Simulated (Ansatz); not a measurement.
SiO₂:
```cif
data_O8Si4
_chemical_formula_sum 'Si4 O8'
_space_group_name_H-M_alt 'P 1'
_space_group_IT_number 1
_cell_length_a 7.02325
_cell_length_b 7.02325
_cell_length_c 7.02325
_cell_angle_alpha 90.510
_cell_angle_beta 104.884
_cell_angle_gamma 137.243
loop_
_space_group_symop_operation_xyz
  'x, y, z'
loop_
_atom_site_label
_atom_site_type_symbol
_atom_site_fract_x
_atom_site_fract_y
_atom_site_fract_z
_atom_site_occupancy
Si1 Si 0.14959 0.59227 0.74252 1
Si2 Si 0.84974 0.40707 0.25748 1
Si3 Si 0.14959 0.90707 0.05732 1
Si4 Si 0.84974 0.09227 0.94268 1
O1 O 0.07862 0.35056 0.84673 1
O2 O 0.50382 0.23188 0.15327 1
O3 O 0.07862 0.73188 0.22806 1
O4 O 0.50382 0.85056 0.77194 1
O5 O 0.93709 0.93709 0.00000 1
O6 O 0.93709 0.43709 0.50000 1
O7 O 0.87748 0.22570 0.15178 1
O8 O 0.07391 0.72570 0.84822 1
```

Relaxed with PBEsol. The program Ansatz at the PBEsol level (PAW) gives a gap of 5.72 eV.

**Question.** What gap does HSE06 give on the same cell (Ansatz, PAW)?

**Answer.** 7.41 eV, 1.69 eV more. The hybrid was solved on a coarser mesh and at special points; the gap given is the minimum over both.

| k | v1 PBEsol | c1 PBEsol | v1 HSE06 | c1 HSE06 |
|---|---|---|---|---|
| Γ | -0.25 | 5.72 | -0.26 | 7.41 |
| X | -0.02 | 7.61 | ? | ? |
| S | 0.00 | 7.83 | 0.00 | 9.73 |
| R | -0.17 | 8.00 | ? | ? |
| T | -0.09 | 6.70 | ? | ? |
| W | -0.19 | 8.22 | -0.20 | 10.10 |
| Y0 | -0.02 | 7.50 | -0.02 | 9.37 |
| Λ0 | -0.01 | 8.32 | ? | ? |

**Question.** Top valence (v1) and lowest conduction level (c1) in eV from each method's valence maximum (which need not be a listed point): supply the withheld HSE06 values.

**Answer.** 
- Λ0, v1 HSE06: -0.01
- Λ0, c1 HSE06: 9.94
- R, v1 HSE06: -0.17
- R, c1 HSE06: 9.72
- T, v1 HSE06: -0.10
- T, c1 HSE06: 8.53
- X, v1 HSE06: -0.01
- X, c1 HSE06: 9.37

Cost on shared cores: the PBEsol run (SCF on a 6×6×6 mesh, then bands and DOS) roughly 6 core-minutes, the HSE06 run (SCF on 4×4×4, then a few points) about 18 core-minutes (a rough figure); the tasks are unlike.

Space group Ima2. The first step of the workflow began from a Materials Project structure, measured or hypothetical; the Crystallography Open Database copy checked does not list it. It is not the phase usual at ambient conditions (space group No. 92, 152, 154). Symmetry was held in the PBEsol relaxation; its stability against distortions is not shown here.

Potentials: the earlier of the program's two PAW sets. The files were generated under PBE; for other functionals the program regenerates the frozen cores, and for LDA and PBEsol the local potential too.
